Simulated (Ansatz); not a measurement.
Values for one crystal, relaxed and computed with r²SCAN (plane waves, PAW; program Ansatz); other levels are named.

- Volume per atom: 36.51 Å³
- Band gap: 1.53 eV (direct)
- Valence-band maximum: at T
- Formation energy from the elements (no fitted shifts): -1244 meV/atom
- Bulk modulus (Birch–Murnaghan fit): 10.7 GPa
- Gap with spin–orbit coupling: 1.49 eV
- Electron effective mass: 0.16, 0.30, 0.30 mₑ (principal values)

Problem. Pick the material that matches.
A. Cs2LiMoF6, Fm-3m (Cs on 8c, Li on 4b, Mo on 4a, F on 24e)
B. CsGeBr3, R3m (Cs on 3a, Ge on 3a, Br on 9b)
C. CsCl, rock salt
D. CsPbCl3, cubic perovskite

Solution. B, CsGeBr3, R3m (Cs on 3a, Ge on 3a, Br on 9b)

The workflow started from a Materials Project entry (that database holds measured and hypothetical structures alike); the Crystallography Open Database copy checked does not list it. Its standing as an ambient phase is unchecked. Symmetry was held in the r²SCAN relaxation; its stability against distortions is not shown here. The references are the lowest solids computed at this level, not always the standard phases. Scalar-relativistic: spin–orbit coupling is off unless named, which matters more the heavier the elements.

Potentials: the later of the program's two PAW sets.
